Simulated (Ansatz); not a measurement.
TiSiO:
```
CELL_PARAMETERS angstrom
      3.22154     0.00000     0.00000
      0.00000     3.22154     0.00000
      0.00000     0.00000     6.85300
ATOMIC_POSITIONS crystal
  Ti 0.00000 0.50000 0.68471
  Ti 0.50000 0.00000 0.31529
  Si 0.00000 0.00000 0.00000
  Si 0.50000 0.50000 0.00000
  O  0.50000 0.00000 0.60921
  O  0.00000 0.50000 0.39079
```

Relaxed with PBE. Special points in fractions of this cell's reciprocal vectors: Γ (0.000, 0.000, 0.000); X (0.000, 0.500, 0.000); M (0.500, 0.500, 0.000); Z (0.000, 0.000, 0.500); R (0.000, 0.500, 0.500); A (0.500, 0.500, 0.500).

Problem. List the band energies nearest the Fermi level at these points for PBE in the plane-wave PAW code Ansatz.

Solution. In eV from the Fermi level; about four levels below and three above (degenerate sets whole), none deeper than 8.9 eV; points with the same levels are listed once.

| k | below | above |
|---|---|---|
| Γ | -2.36 -2.30 -1.50 -0.04 | 0.47 0.47 0.80 |
| X | -1.84 -1.84 -0.37 -0.37 | 0.21 0.21 1.68 1.68 |
| M | -4.31 -4.31 -1.86 -1.86 | 1.28 1.28 1.31 1.31 |
| Z | -2.30 -2.30 -2.02 -1.87 | 0.50 0.50 0.71 |
| R | -2.69 -2.69 -0.11 -0.11 | 0.58 0.58 1.55 1.55 |
| A | -3.91 -3.91 -2.42 -2.42 | 0.51 0.51 1.29 1.29 |

Space group P4/nmm. The start of the workflow was typed in or built on a structure type; neither database checked (COD, Materials Project) lists it. Whether it is the stable phase at ambient conditions was not checked. The PBE relaxation kept the symmetry of its start; its stability against distortions is not shown here. The workflow began spin-polarised and lost its moments. The compound may be a true metal, but semilocal functionals without U, or a wrong spin order, can also close a gap.

Potentials: the earlier of the program's two PAW sets.
